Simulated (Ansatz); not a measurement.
Starting cell, Cu (fcc, Cu type):

```xyz
2
Lattice="0.0000 3.5790 3.5790 1.7895 0.0000 1.7895 1.7895 1.7895 0.0000" Properties=species:S:1:pos:R:3 pbc="T T T"
Cu     0.0000     0.0000     0.0000
Cu     1.7895     3.5790     1.7895
```

A phonon eigenvector at L = (0.5, 0.0, 0.0) is frozen into this cell: atom i moves by Q times the vector below, so Q is the largest atomic displacement, in Å. The cell is held. (q is in reciprocal vectors of the primitive cell; the cell shown is doubled to hold the pattern.)

```json
[
 {"atom": "Cu1", "x": "0.577", "y": "-0.577", "z": "-0.577"},
 {"atom": "Cu2", "x": "-0.577", "y": "0.577", "z": "0.577"}
]
```

Method: r2SCAN (plane waves to 500 eV, PAW, scalar-relativistic; Ansatz, a quantum-chemistry and plane-wave program). k mesh 11×22×22 (Γ-centred), Fermi-Dirac smearing 0.05 eV. E stands for the smeared free energy. With partly filled bands, energies and forces of such displacements shift with the k mesh and the smearing. Cu is run without spin polarisation. Cu was relaxed with its symmetry unable to fall. The PAW data are Ansatz's earlier set. ΔE is measured from the undisplaced structure. The last digit holds for this mesh only.

```
Q (Å)    ΔE (meV/cell)
-------  -------------
-0.2800         1557.3
-0.2333         1012.0
-0.1867          610.5
-0.1400       withheld
-0.0933          139.7
-0.0467           34.1
0.0000             0.0
0.0467            34.1
0.0933           139.7
0.1400        withheld
0.1867           610.5
0.2333          1012.0
0.2800          1557.3
```

Fit an even polynomial form (powers 2, 4, 6) to the given rows and predict ΔE at Q = -0.1400.

Least squares on the 11 given rows: ΔE = (15530)·Q² + (58580)·Q⁴ + (-41510)·Q⁶, in meV/cell with Q in Å; root-mean-square residual 0.18 meV/cell. At -0.1400 the fit gives 326.6 meV/cell; the calculation gives 326.7 meV/cell, so the interpolation is off by -0.1 (-0.0 %). The quadratic term alone would give 304.4 meV/cell.

(A displaced cell: forces are minus the slopes of the energy, force constants its curvatures, and phonons follow from these.)
